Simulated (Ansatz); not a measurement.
# Li, one cell by several methods

```yaml
crystal:
  lattice:
    - [-1.75000, 1.75000, 1.71500]
    - [1.75000, -1.75000, 1.71500]
    - [1.75000, 1.75000, -1.71500]
  atoms:
    - { symbol: Li, position: [0.00000, 0.00000, 0.00000] }
```

The structure is an experimental refinement, used without relaxation. The listed cell was then made from it by scaling, straining or moving an atom.

All numbers are computed: DFT, LDA, PAW with Ansatz's default frozen-core files, scalar-relativistic (Ansatz 0.2.0); DFT, LDA, all-electron PAW with datasets made for the crystal, scalar-relativistic (Ansatz 0.2.0); DFT, LDA, all-electron LAPW, scalar-relativistic (Ansatz 0.2.0).

For PAW: a Γ-centred 13×13×13 k mesh, Fermi–Dirac smearing of 0.05 eV, cutoff 420 eV, no spin polarisation; the PAW files were made with PBE, and the program remakes their frozen cores for this functional. The crystal-made all-electron datasets (AE datasets) take a cutoff of 100 eV at this cell. LAPW targets a basis error of 0.25 meV/atom. The Ansatz runs share mesh, smearing and spin set-up. Plane-wave (PAW) pressures include the program's estimate of the Pulay term.

Stress and pressure are positive in compression.

```csv
quantity,PAW,AE datasets,LAPW
pressure (GPa),-1.29,-1.29,-1.29
stress xx (GPa),-1.32,-1.32,-1.32
stress zz (GPa),-1.24,-1.23,-1.23
```

PAW's pressure differs from the LAPW value by about 0.01 GPa or less. Datasets made for the crystal and LAPW share parts of one code, so their agreement isn't an independent check.
